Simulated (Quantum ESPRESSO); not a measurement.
# Planted mistakes on one cell of Si2BFO5

These are calculations, not measurements. They come from pw.x of Quantum ESPRESSO 7.5, a plane-wave density functional program, with PseudoDojo standard norm-conserving files (v0.5 for PBE, v0.4.1 for LDA and PBEsol). The cells are made up: elements, strain and atom displacements were drawn at random, and nothing was relaxed. There is no spin polarisation, spin-orbit coupling or dispersion term.

The cell has 9 sites of a quartz lattice. Sites 1 to 3 hold Si Si B; sites 4 to 9 hold F O O O O O. Cell vectors in Å: (4.925, 0.055, -0.069); (-2.415, 4.214, -0.003); (-0.075, -0.047, 5.453). Settings: PBE, cutoff 1143 eV, 5 x 5 x 4 k mesh shifted by half a step, Fermi-Dirac smearing of 0.025 eV.

The intended run has a self-consistency threshold of 1e-07 eV, a smearing term of 0.000 eV, a pressure of -4.90 GPa and 12 iterations. Each further run changes one thing: atoms of sites 4 and 8 exchanged; cutoff 851 eV; one electron removed; smearing 0.68 eV; threshold 0.04 eV. A coarse mesh keeps the shift, and a charged cell sits in a uniform background.

| run | change of free energy (eV) | smearing term -TS (eV) | change of P (GPa) | largest change of a force component (eV/Å) | iterations |
| --- | --- | --- | --- | --- | --- |
| A | -1.780 | -0.021 | -12.07 | 1.383 | 15 |
| B | 0.009 | 0.000 | 3.02 | 0.105 | 5 |
| C | 0.483 | 0.000 | -5.60 | 0.016 | 12 |
| D | 0.922 | 0.000 | -0.04 | 7.028 | 12 |
| E | -0.052 | -0.304 | 0.54 | 0.066 | 11 |

A rerun of the intended cell at 1437 eV and k mesh 7 x 7 x 6 moved values by no more than 0.002 eV in the cell's energy, 0.03 GPa in stress and 0.002 eV/Å in force.

Question: which change belongs to which run?

## Worked reading

Run B has the fewest iterations, as a run stopped early does. Run E has the largest smearing term, as wide smearing gives. Energies from files of another functional, or of a charged cell, have another zero and say nothing on stability; the pressure of a charged cell rests on the program's zero of potential too.

## Key

```
run,change
A,one electron removed
B,threshold 0.04 eV
C,cutoff 851 eV
D,atoms of sites 4 and 8 exchanged
E,smearing 0.68 eV
```